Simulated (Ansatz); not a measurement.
**Relaxing a structure of ScSi**

The relaxed structure here is a generated cell of ScSi: the first start was made by a random draw of sites in a space group, and the end was not matched to a known phase here, so it may be hypothetical.

The start is a randomly generated symmetric cell of ScSi (space group No. 151). A full variable-cell relaxation at zero pressure is run with PBEsol (plane waves to 420 eV, PAW, scalar-relativistic; Ansatz, a first-principles code). The first steps use a coarse 6×6×4 k-mesh.

The start:
```
CELL_PARAMETERS angstrom
      4.91757     0.00000     0.00000
     -2.45878     4.25874     0.00000
      0.00000     0.00000     5.58625
ATOMIC_POSITIONS crystal
  Sc 0.61186 0.38814 0.83333
  Sc 0.61186 0.22372 0.16667
  Sc 0.77628 0.38814 0.50000
  Si 0.97015 0.02985 0.83333
  Si 0.97015 0.94030 0.16667
  Si 0.05970 0.02985 0.50000
```

```json
{
  "energy_released": "about 2.0 eV/atom",
  "volume_change": "+12.4 %, from 19.50 to 21.92 Å³/atom",
  "Shortest distances (start → end)": "The closest pairs of elements (up to four, under 3.6 Å), start → end: Si–Si 1.91 → 2.86 Å; Sc–Sc 2.03 → 2.95 Å; Sc–Si 2.74 → 2.63 Å",
  "band_gap_at_the_end": "zero (metallic)",
  "optimiser_moves": "19"
}
```

Final structure:

Space group P3₁12 (No. 151); a = 4.702 Å, b = 4.702 Å, c = 6.869 Å, α = 90.00°, β = 90.00°, γ = 120.00°

| atom | site | symmetry | x | y | z |
|---|---|---|---|---|---|
| Sc | 3b | ..2 | 0.0685 | 0.5343 | 0.5000 |
| Si | 3b | ..2 | 0.4235 | 0.2118 | 0.5000 |

Final values are on a 12×12×7 k-mesh of the relaxed cell. The start holds a very short contact (Si–Si 1.91 Å). No spin polarisation in the result. The relaxed primitive cell holds an odd number of electrons. A magnetic state may lie lower.

The run could not lose the symmetry of its start, so the end can be a saddle point.
